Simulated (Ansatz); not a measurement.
## Notes on HfSiSe

```
Hf Si Se
1.0
     3.62522    0.00000    0.00000
     0.00000    3.62522    0.00000
     0.00000    0.00000    8.30903
Hf Si Se
2 2 2
Direct
  0.00000 0.50000 0.25900
  0.50000 0.00000 0.74100
  0.00000 0.00000 0.00000
  0.50000 0.50000 0.00000
  0.00000 0.50000 0.61500
  0.50000 0.00000 0.38500
```

Method: PBEsol, no spin polarisation; PAW, plane waves to 420 eV, 9×9×4 Γ-centred mesh, fermi-dirac occupations (width 0.1 eV) (Ansatz 0.2.0), atoms fixed.

(1) Which element gives electrons and which takes them?

(2) What happens at the Fermi level?

(3) What is the formation energy?

(4) Is the cell too large or too small?

(5) Where is the largest force?

Origin: a database entry at a rescaled volume.

## Answers

(1) Bader charges in e: Hf +1.60, Si -0.59, Se -1.01. In the mean Hf gives up most and Se takes most.

(2) It is a metal, with about 0.46 states/eV a cell as the mean within 0.25 eV of the Fermi level, mostly Hf d (59 %) and Si p (19 %).

(3) -1.07 eV an atom against the elements' usual phases (free molecules for gases, crystals otherwise, with no correction for O₂ or N₂), so it is bound against them; other compounds may still compete. Relaxing would lower it.

(4) The pressure is -4.8 GPa (compression positive), so with the atoms held at these fractions the cell would first shrink.

(5) The largest is on Se5 (and as large on other atoms): 0.38 eV/Å, components (0.00, 0.00, 0.38). It makes 68° with the line to a nearest neighbour, Hf2 at 2.77 Å.
